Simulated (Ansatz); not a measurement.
An Ansatz (an electronic-structure program) input:

Ansatz 0.2 input:
```yaml
crystal:
  lattice:
    - [0.0, 3.0049675843, 3.0049675843]
    - [3.0049675843, 0.0, 3.0049675843]
    - [3.0049675843, 3.0049675843, 0.0]
  atoms:
    - { symbol: Al, position: [0.25, 0.25, 0.25] }
    - { symbol: Al, position: [0.75, 0.75, 0.75] }
    - { symbol: Au, position: [0.0, 0.0, 0.0] }
kpoints:
  mp_grid: { grid: [9, 9, 9] }
  band_path:
    path:
      - [[0.0, 0.0, 0.0], [0.5, 0.0, 0.5], [0.625, 0.25, 0.625]]  # Γ-X-U
      - [[0.375, 0.375, 0.75], [0.0, 0.0, 0.0], [0.5, 0.5, 0.5], [0.5, 0.25, 0.75], [0.5, 0.0, 0.5]]  # K-Γ-L-W-X
    npoints: 12
hamiltonian:
  xc: r2scan
  pseudopotentials: { azcp: { folder: ./paw }, kind: paw_fr }
magnetization: { noncollinear: true, spin_orbit: true }
scf:
  n_extra_bands: 13
  convergence: { dr2_threshold: 0.0000000001 }
  occupations: { method: gaussian, width: 0.05 }
output: { eigenvalues: true }
```

How many symmetry operations and irreducible k-points will the run report?

48 operations, 35 of 729 k-points.

With a cutoff of 500 eV, how many plane waves at Γ?

1411.

It took very roughly 30 core-seconds on shared server cores.

Space group Fm-3m (fluorite or antifluorite type). The r²SCAN relaxation kept the symmetry of its start.

Potentials: the earlier of the program's two PAW sets.

Ansatz is a plane-wave DFT program.
